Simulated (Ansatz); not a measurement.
## HgPd: pressure against volume

HgPd, P4/mmm, a = 3.009 Å, c = 3.742 Å. The structure is a COD entry; whether it is the stable form wasn't checked. Ansatz: PBEsol, PAW, 420 eV, Γ-centred 14×14×12 mesh on 2 atoms, Gaussian smearing 0.10 eV; no spin polarisation. Shape and atoms are relaxed at each volume; pressure is positive in compression.

```
V (Å³/atom) P (GPa)
     14.913    26.97
     15.422    18.11
     15.930    10.84
     16.439     4.87
     16.947     0.00
     17.455    -3.98
     17.964    -7.22
     18.642        ?
```

Task: Take V0 = 16.947 Å³/atom, fit the third-order Birch–Murnaghan form to the other rows, and predict the missing pressure.

Result: With the Eulerian strain f = ½[(V0/V)^(2/3) − 1] and y = P/[3f(1 + 2f)^(5/2)], the form is the line y = B0 + 1.5 B0 (B0′ − 4) f. Rows (f, y): 0.04449, 163.3; 0.03244, 159.0; 0.02106, 154.8; 0.01025, 150.5; -0.00975, 142.9; -0.01905, 139.2. Means f = 0.01324, y = 151.62; Σ(Δf)² = 0.002986, ΣΔfΔy = 1.136; the slope is their ratio. y = 146.6 + 380.5 f GPa, so B0 = 146.6 GPa and B0′ = 4 + 2 × (380.5)/(3 × 146.6) = 5.73. At V = 18.642, f = -0.03079, y = 134.88 and P = -10.63 GPa. The run gave -10.61 GPa, so the fit is 0.02 GPa too low, within twice the rms miss on the fitted rows (0.02 GPa). The form still works here, 22 % of the fitted range beyond its end.

Spin–orbit coupling is left out, which can shift energies with elements as heavy as these.

Cost: 8 runs of about 3.6 core-minutes in all, on Arm Neoverse V1 (shared hosts).